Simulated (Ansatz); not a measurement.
With plane-wave PAW PBE+D3(BJ) (Ansatz code), BC3 in the hexagonal phase (P6/mmm; B on 2c, C on 6l) relaxes to a = 5.158 Å, c = 3.680 Å. B has 3 nearest neighbours from 1.56 Å (trigonal planar); C has 3 nearest neighbours from 1.42 Å (trigonal planar). Its formation energy from the elements is 0.23 eV/atom, with no fitted shifts.

Electronic character: metallic (no gap).

An equation-of-state fit gives a bulk modulus of 17.3 GPa.

The start of the workflow was typed in or built on a structure type; neither database checked (COD, Materials Project) lists it. Its standing as an ambient phase is unchecked. Symmetry was held in the PBE+D3(BJ) relaxation; its stability against distortions is not shown here. Its formation energy is positive at this level, so the cell may be metastable or incomplete. The references are the lowest solids computed at this level, not always the standard phases.

Potentials: the earlier of the program's two PAW sets.
